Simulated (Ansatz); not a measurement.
## MnIr: an elastic run with XC grid level 1

These are results of DFT LDA, scalar-relativistic, plane waves, PAW (Ansatz 0.2.0), not measurements.

Launched with:
```bash
ansatz run input.yaml --threads 1 --pin off --max-ram 3072MiB --backend cpu --events-out ev --progress --plain --runs-dir out
```

Input (bare energies are in eV):
```yaml
crystal:
  lattice:
    - [2.6003141454, 0.0, 0.0]
    - [0.0, 2.6003141454, 0.0]
    - [0.0, 0.0, 3.5725673479]
  atoms:
    - { symbol: Mn, position: [0.5, 0.5, 0.5] }
    - { symbol: Ir, position: [0.0, 0.0, 0.0] }
basis:
  ecutwfc: 420
  xc_grid: 1
kpoints:
  mp_grid: { grid: [16, 16, 12] }
hamiltonian:
  xc: lda
scf:
  occupations: { method: fermi_dirac, width: 0.15 }
output:
  forces: true
  stress: true
  eigenvalues: true
elastic:
  mode: relaxed_ion
  stencil: two_point
```

From the output:
```
--- Elastic constants: 4 strain directions × 2 members + reference (group order 16) ---
  dense FFT box of the reference and of every strained cell: 18×18×24
  strains applied: 11, 33, 23, 12; error gains: componentwise 1.00 (the most a stress slope's error grows in a printed constant), spectral 1.41 (1 for all six strains in a standard setting)
  C = ∂σ_k/∂η_j (tension-positive GPa; Voigt order 11 22 33 23 13 12):
       749.642    119.834    243.672      0.000      0.000     -0.000
       119.834    749.642    243.672      0.000      0.000     -0.000
       243.650    243.650    563.455      0.000      0.000     -0.000
         0.000      0.000      0.000    277.310      0.000      0.000
         0.000      0.000      0.000      0.000    277.310      0.000
        -0.000     -0.000     -0.000      0.000      0.000    145.102
  reference stress σ⁰ (GPa):      0.000      0.000     -0.003     -0.000     -0.000     -0.000
  C* (energy form; C + prestress term) asymmetry max|C*_kj − C*_jk| = 2.540e-2 GPa — a small one proves nothing (zero by symmetry where the batch's group is 432, −43m or m−3m); a large one is finite-difference/SCF noise where every solve ...
  moduli (Voigt/Reuss/Hill, GPa): K = 364.12/363.27/363.69   G = 236.98/215.84/226.41   E = 562.51   ν = 0.242
  mechanically stable: yes (min eigenvalue of sym C = 145.10 GPa)
  strain η (Voigt 11):  stress-route row diagonal C_11 = 749.64 GPa, energy-path curvature d²(F+E_count+ΔE)/dδ²/Ω₀ = 749.62 GPa
         δ    σ_11 (GPa) F (eV) n_scf n_hpsi n_pw
    -2.000e-3      -1.5131      -15505.0605019       9  218522    489   relax 0 steps, max|allowed force component| 3.32e-28 eV/Å
     2.000e-3       1.4854      -15505.0605041       6  163800    491   relax 0 steps, max|allowed force component| 2.02e-28 eV/Å
  strain η (Voigt 33):  stress-route row diagonal C_33 = 563.46 GPa, energy-path curvature d²(F+E_count+ΔE)/dδ²/Ω₀ = 563.45 GPa
         δ    σ_33 (GPa) F (eV) n_scf n_hpsi n_pw
    -2.000e-3      -1.1368      -15505.0605583       9  129701    489   relax 0 steps, max|allowed force component| 2.52e-29 eV/Å
     2.000e-3       1.1170      -15505.0605621       6   91308    489   relax 0 steps, max|allowed force component| 4.74e-29 eV/Å
  strain η (Voigt 23):  stress-route row diagonal C_44 = 277.31 GPa, energy-path curvature d²(F+E_count+ΔE)/dδ²/Ω₀ = 277.33 GPa
         δ    σ_23 (GPa) F (eV) n_scf n_hpsi n_pw
    -2.000e-3      -0.5546      -15505.0606459       7  296407    489   relax 0 steps, max|allowed force component| 0.00e0 eV/Å
     2.000e-3       0.5546      -15505.0606459       5  259089    489   relax 0 steps, max|allowed force component| 0.00e0 eV/Å
  strain η (Voigt 12):  stress-route row diagonal C_66 = 145.10 GPa, energy-path curvature d²(F+E_count+ΔE)/dδ²/Ω₀ = 145.12 GPa
         δ    σ_12 (GPa) F (eV) n_scf n_hpsi n_pw
    -2.000e-3      -0.2902      -15505.0606862       7  163239    489   relax 0 steps, max|allowed force component| 4.50e-28 eV/Å
     2.000e-3       0.2902      -15505.0606862       5  139400    489   relax 0 steps, max|allowed force component| 5.26e-28 eV/Å
```

It took 110 s on 1 thread of Arm Neoverse V2, with other jobs on the host, peak memory 0.68 GiB.

Beside the reference run (Cutoff 420 eV, 16×16×12 k-points (Γ-centred), Fermi-Dirac smearing of 0.15 eV. No spin polarisation.), the elastic coefficients (GPa; two-point stencil, strain 0.002 and ions relaxed unless stated):
```tsv
setting	C11	C12	C44	C33	C13	C66
reference run	749.6	119.8	277.3	563.5	243.7	145.1
XC grid level 1	749.6	119.8	277.3	563.5	243.7	145.1
```

In a metal, frequencies and elastic constants depend on the k mesh and the smearing, soft modes and shear constants most. Spin polarisation was left out, and a magnetic state may lie lower. Spin–orbit coupling is left out, which can shift energies with elements as heavy as these.